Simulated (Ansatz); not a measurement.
**SrMg: trigonal deformation path**

Level of theory: DFT PBEsol, scalar-relativistic, plane waves, PAW in Ansatz. Settings: plane waves to 420 eV, k-mesh 14×14×14 (Γ-centred), Gaussian smearing 0.15 eV. No spin polarisation. Energies are free energies at this smearing, counted from the undisturbed cell; pressure is positive in compression.

The starting cell (as given, not relaxed at this level; it stands at 4.9 GPa, and it needn't be the usual structure):

```
Sr Mg
1.0
     3.90000    0.00000    0.00000
     0.00000    3.90000    0.00000
     0.00000    0.00000    3.90000
Sr Mg
1 1
Direct
  0.50000 0.50000 0.50000
  0.00000 0.00000 0.00000
```

At fixed volume and fractional coordinates, lengths along (0.577, 0.577, 0.577) are scaled against those across it; ρ is that ratio over its starting value. The cell is metallic on the mesh throughout. At ρ = 2.000 the cell becomes cubic (Fm-3m), and there the slope of the energy vanishes by symmetry.

Problem. Over the sampled range (0.500 to 2.000), is the undisturbed cell the lowest point?

Solution. Yes, every other sampled point lies higher.

The scan:

| ρ | ΔE (meV/atom) |
| --- | --- |
| 0.500 | 3204.1 |
| 0.600 | 1488.5 |
| 0.710 | 588.5 |
| 0.850 | 116.5 |
| 0.930 | 21.9 |
| 1.000 | 0.0 |
| 1.080 | 21.8 |
| 1.200 | 109.2 |
| 1.410 | 306.5 |
| 1.700 | 470.1 |
| 2.000 | 507.3 |